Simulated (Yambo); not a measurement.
Yambo run on Mg2RuH6 (space group Fm-3m, No. 225). The wavefunctions come from this Quantum ESPRESSO step (PBEsol, PseudoDojo standard norm-conserving files, scalar-relativistic):

```
&CONTROL
  calculation = 'nscf'
  pseudo_dir = './pseudo'
  outdir = './out'
/
&SYSTEM
  ibrav = 0
  nat = 9
  ntyp = 3
  ecutwfc = 84.0
  ecutrho = 336.0
  occupations = 'fixed'
  force_symmorphic = .true.
  nbnd = 172
/
&ELECTRONS
  conv_thr = 9.000000000000001e-09
  diago_full_acc = .true.
  diago_thr_init = 1e-08
/
ATOMIC_SPECIES
H 1.0080 H.upf
Mg 24.3050 Mg.upf
Ru 101.0700 Ru.upf
CELL_PARAMETERS angstrom
  0.000000000000   3.297555000000   3.297555000000
  3.297555000000   0.000000000000   3.297555000000
  3.297555000000   3.297555000000   0.000000000000
ATOMIC_POSITIONS crystal
H   0.746960000000   0.746960000000   0.253040000000
H   0.253040000000   0.253040000000   0.746960000000
H   0.253040000000   0.746960000000   0.746960000000
H   0.746960000000   0.253040000000   0.253040000000
H   0.746960000000   0.253040000000   0.746960000000
H   0.253040000000   0.746960000000   0.253040000000
Mg   0.750000000000   0.750000000000   0.750000000000
Mg   0.250000000000   0.250000000000   0.250000000000
Ru   0.000000000000   0.000000000000   0.000000000000
K_POINTS automatic
4 4 4 0 0 0
```

Yambo input:

```
rim_cut
gw0
dyson
el_el_corr
HF_and_locXC
ppa
em1d
RandQpts= 1000000
RandGvec= 1 Ry
EXXRLvcs= 84 Ry
VXCRLvcs= 336 Ry
Chimod= "HARTREE"
% BndsRnXp
 13 | 169 |
%
NGsBlkXp= 10 Ry
% LongDrXp
 1.0 | 1.0 | 1.0 |
%
PPAPntXp= 27.2114 eV
% GbndRnge
 1 | 169 |
%
GTermKind= "BG"
DysSolver= "n"
ExtendOut
% QPkrange
 1 | 1 | 21 | 22 |
 3 | 3 | 21 | 22 |
 7 | 7 | 21 | 22 |
 8 | 8 | 21 | 22 |
%
```

k points by index: 1 = Γ, 3 = L, 7 = X, 8 = W.

Table of the .qp output:

```
#    K-point    Band    Eo [eV]    E [eV]    E-Eo [eV]    Vxc [eV]    Vnlxc [eV]    Sc|Eo [eV]    Sc|E [eV]    dSc/dw|Eo [eV]    Re(Z)    Im(Z)
#
    1    21    -0.944045    -1.500926    -0.556882    -16.87242    -20.78383    3.195156    3.354529    -7.780865    0.777616    -0.004388
    1    22    6.836700    7.675591    0.838891    -10.55241    -5.174258    -4.349923    -4.539266    -6.135678    0.815966    -0.005681
    3    21    -0.377006    -0.836746    -0.459739    -18.31540    -22.14302    3.234962    3.367879    -7.864453    0.775783    -0.001763
    3    22    4.006648    4.539083    0.532435    -9.873251    -5.490352    -3.737314    -3.850463    -5.781715    0.824758    -0.001087
    7    21    -0.356958E-3    -0.422994    -0.422637    -19.17448    -23.03836    3.318924    3.441247    -7.873095    0.775593    -0.001574
    7    22    3.000244    3.804494    0.804250    -16.05265    -11.49077    -3.564595    -3.757624    -6.530237    0.806462    -0.001248
    8    21    0.000000    -0.419898    -0.419898    -19.17583    -23.03987    3.322612    3.444143    -7.873094    0.775593    -0.001571
    8    22    4.405661    5.079252    0.673590    -14.87062    -10.26531    -3.767900    -3.931712    -6.616702    0.804401    -0.001134
```
(The two width columns are left out.) Convergence of these settings isn't established.

Spin-orbit coupling is not included.

Geometry of the Materials Project entry, not relaxed at this level.

The structure is a Materials Project entry; no match was found in the copy of COD used, and its stability was not checked.
